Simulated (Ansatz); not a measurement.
# Al2O3: calculated against measured nuclear parameters

**What was measured.**

“Ab initio 27Al NMR chemical shifts and quadrupolar parameters for Al2O3 phases and their precursors”, 2011, arXiv:1110.0231 quotes: |C_Q| of 27Al 2.38 MHz.

Cell of run 1: a refined structure from the COD, atoms as given.

Space group R-3c:H (No. 167); a = 4.7605, c = 12.9956 Å, γ = 120.00°.

```csv
site,Wyckoff,site symmetry,x,y,z
Al,12c,3.,0.0000,0.0000,0.3522
O,18e,.2,0.9733,0.3333,0.5833
```

One atom of each set is listed; the run and its k-mesh use a cell of 10 atoms with edges of 5.13, 5.13, 5.13 Å.

All runs are DFT with Ansatz 0.2.0 (plane waves and PAW, scalar-relativistic unless spin–orbit coupling is named, Γ-centred meshes, Fermi–Dirac smearing) in this cell.

Run 1: PBE, atoms as given; 420 eV, 8×8×8 k-points, smearing 0.02 eV.
Run 2: PBE, atoms relaxed; 420 eV, 8×8×8 k-points, smearing 0.02 eV.
Run 3: r2SCAN, at the relaxed atoms; 500 eV, 8×8×8 k-points, smearing 0.02 eV.
Run 4: LDA, at the relaxed atoms; 420 eV, 8×8×8 k-points, smearing 0.02 eV.

Relaxed positions (PBE, cell held):

Al (0.0000, 0.0000, 0.3521)
O (0.9731, 0.3333, 0.5833)

27Al: I = 5/2, Q = 146.6 mb (Pyykkö 2018). C_Q = eQV_zz/h.

Question: How well do the runs reproduce the measured values?

Answer: 

```
     quantity  unit  measured  run 1  run 2  run 3  run 4
|C_Q| of 27Al   MHz      2.38   2.03   1.98   1.99   2.01
```

The runs' values of the |C_Q| of 27Al lie within 2 % of one another and miss by -15 % to -17 %, so the changes tried here don't explain the miss.

The runs hold the atoms at rest, while the measurements include thermal motion.

With these PAW files V_zz is typically within 2 to 3 % of all-electron values, but misses above 10 % occur on Al. The cell isn't the equilibrium one in runs 1, 2, 4 (calculated pressure 7, 7, -5 GPa), and the entry's cell may itself be off.
